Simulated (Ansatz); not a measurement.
# Ge2Se3, a known structure type with other elements, at an estimated volume

```
Ge Se
1.0
     0.00000    6.69188    0.00000
     5.81132   -3.34594    0.00000
     3.80262    0.00000   -6.28631
Ge Se
4 6
Direct
  0.44447 0.08426 0.87488
  0.63979 0.08426 0.37488
  0.13232 0.40052 0.88441
  0.26820 0.40052 0.38441
  0.08110 0.99000 0.01620
  0.90890 0.99000 0.51620
  0.24530 0.67560 0.50010
  0.43030 0.67560 0.00010
  0.75810 0.34820 0.99160
  0.59010 0.34820 0.49160
```

Single point in Ansatz 0.2.0 with PBE, no spin polarisation. Cutoff 420 eV, PAW datasets, 6×6×4 Γ-centred k mesh, fermi-dirac filling (width 0.1 eV).

**Stress.** The pressure is 12.6 GPa (compression positive), so with the atoms held at these fractions the cell would first expand; the forces are large, so a full relaxation may end otherwise. The principal stresses 12.0, 12.5, 13.2 GPa differ, so its shape would change too.
**Charges.** Bader charges in e: Ge +0.78, Se -0.54 to -0.51. In the mean Ge gives up most and Se takes most.
**Contacts.** Ge–Se at 2.30 Å: least valence density 0.65 e/Å³ and ELF 0.59 there. These are pseudo-fields; inside the PAW spheres they differ from the all-electron ones.
**Formation energy.** 0.14 eV an atom against the elements' usual phases (free molecules for gases, crystals otherwise, with no correction for O₂ or N₂), so at this geometry it isn't bound against them. Relaxing would lower it.
**At the Fermi level.** It is a metal, with about 7 states/eV a cell as the mean within 0.25 eV of the Fermi level, mostly Se p (51 %), Ge s (26 %) and Ge p (14 %).

Origin: a known structure type with other elements, at an estimated volume, so it need not be a known compound. Caveats: many states at the Fermi level without spin polarisation, so a magnetic state may lie lower; atoms or cell far from equilibrium.
